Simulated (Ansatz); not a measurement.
**Two states of FeBrCl**

```
CELL_PARAMETERS angstrom
4.31259 0.00000 0.00000
0.00000 9.03249 0.00000
0.00000 0.00000 3.76724
ATOMIC_POSITIONS crystal
Fe 0.25000 0.11568 0.75000
Fe 0.75000 0.88432 0.25000
Cl 0.25000 0.33003 0.25000
Cl 0.75000 0.66997 0.75000
Br 0.25000 0.95168 0.25000
Br 0.75000 0.04832 0.75000
```

Method: PBE, with on-site exact exchange 0.1 on Fe d (all-electron-ortho-atomic projectors); PAW, plane waves to 420 eV, 6×3×6 Γ-centred mesh, gaussian occupations (width 0.0475 eV) (Ansatz 0.2.0), atoms fixed.

State A: Fe1 down, Fe2 up (collinear spin). State B: Fe1 up, Fe2 up (collinear spin).

Q: Which state is lower, and how do they differ?

A: State A is lower by 15.4 meV an atom at zero smearing.

```csv
state,free energy (meV/atom),largest moment in a small sphere (μB),net moment (μB/cell),gap on mesh (eV),pressure (GPa),largest force (eV/Å)
A,0.0,3.21,0.00,0.24,16.0,5.39
B,15.3,3.27,8.00,0.15,17.0,5.33
```

Origin: a known structure type with other elements, at an estimated volume, so it need not be a known compound. Caveats: atoms or cell far from equilibrium; gaps of Fe, Co and Ni magnets come out low on these datasets; the state breaks the symmetry of the cell; an odd or shifted mesh can miss the band edges, so this level's true gap may be smaller.
